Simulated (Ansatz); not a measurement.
The numbers come from plane-wave PAW DFT (Ansatz): r2SCAN, no spin polarisation, 500 eV, 6×6×6 Γ-centred k points, fermi-dirac occupations (width 0.1 eV). Nothing was relaxed.

Computed maps in the lattice plane spanned by b (left to right, 7.14 Å, 22 points from zero) and c (bottom to top, 7.14 Å, 22 points from zero), 60° apart, at height 0.257 along a. The fields are smooth PAW ones with compensation charges, not the true ones near nuclei.

Valence density. Digits on a logarithmic scale: 0 up to 0.03 e/Å³, each further digit a factor of 1.6, 9 from 1.3 e/Å³ up:
```
3456654221234555432222
3466765321134677653212
3567887532235689875322
3468999753235799997532
3468999975334699999753
3457999986434579999864
4456899997543468999975
4345789997643456799875
4334567776544344567665
4344445665544433445544
3444444444444444333333
3455554444445565432212
3467776543445677653211
3568998654446799875322
3468999865446799997532
3468999986445799999754
4567999997544689999865
6666799997544578999876
6776678887544456788766
6887666666544345566665
5787654454443334444544
4566643333334444333333
```

ELF. Ten even steps from '0' (0.02) to '9' (0.81):
```
1222222000014677520000
2578876300016899973000
2689999730026899997400
1699889973016896689730
1589624897215895138972
1389711598513897216995
2159962489721599756997
3126898789731269999997
3112578888631125888886
2111135676411111356664
1233211233111332111211
1467752111114677520000
1689987410136899873000
2689988741137888997300
1699646874126874589730
1489611687215882149962
1259941488513796128972
1126996699721589768982
1111699999731269999982
1221258988631125889872
1121124666421111356652
1111111121112332111221
```

**Question.** The cell is Co2CuSe4. Which atoms lie within 0.2 Å of this plane, and where (fractions of b and c)?

**Answer.** Se at (0.26, 0.26), Se at (0.74, 0.74), Se at (0.26, 0.73), Se at (0.73, 0.26). The whole cell:
```
Cu Co Se
1.0
     0.00000    5.05018    5.05018
     5.05018    0.00000    5.05018
     5.05018    5.05018    0.00000
Cu Co Se
2 4 8
Direct
  0.12500 0.12500 0.12500
  0.87500 0.87500 0.87500
  0.50000 0.50000 0.50000
  0.00000 0.50000 0.50000
  0.50000 0.50000 0.00000
  0.50000 0.00000 0.50000
  0.25700 0.25700 0.25700
  0.27100 0.74300 0.74300
  0.25700 0.25700 0.72900
  0.74300 0.27100 0.74300
  0.72900 0.25700 0.25700
  0.74300 0.74300 0.74300
  0.25700 0.72900 0.25700
  0.74300 0.74300 0.27100
```

Origin: a known structure type with other elements, at an estimated volume, so it need not be a known compound. Caveats: no spin polarisation, so a magnetic state may lie lower; atoms or cell far from equilibrium.
